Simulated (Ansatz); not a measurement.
**Kick test of a cell of Al2Ga3P5**

It was reached by relaxing an invented guess, and it needn't be the stable form of this composition.

The calculation used Ansatz, DFT PBE, scalar-relativistic, plane waves, PAW. Settings: cutoff 420 eV, Γ-centred mesh 10×10×10 on the computed 10-atom cell, Gaussian smearing of 0.02 eV; no spin polarisation.

The cell below (10 atoms, space group I-4m2 (No. 119)) is relaxed within its symmetry.

```
CELL_PARAMETERS angstrom
-1.94702 1.94702 13.76704
1.94702 -1.94702 13.76704
1.94702 1.94702 -13.76704
ATOMIC_POSITIONS crystal
Al 0.70000 0.70000 0.00000
Al 0.30000 0.30000 0.00000
Ga 0.90001 0.90001 0.00000
Ga 0.50000 0.50000 0.00000
Ga 0.09999 0.09999 0.00000
P 0.25000 0.75000 0.50000
P 0.84979 0.34979 0.50000
P 0.45002 0.95002 0.50000
P 0.04998 0.54998 0.50000
P 0.65021 0.15021 0.50000
```

For the test it was strained at random (σ = 1.5 % a component), the atoms were moved at random (σ = 0.05 Å), and all was relaxed again on a coarse 4×4×4 mesh (in the run’s order of axes) with 0.10 eV smearing, with no symmetry imposed.

**Question.** Does it come back?

**Answer.** It returns, within 1 meV/atom of the unmoved cell on that mesh and with the same symmetry when read at 0.1 Å. No instability shows in this cell; modes of other wave vectors, which need another repeat, aren't tested.
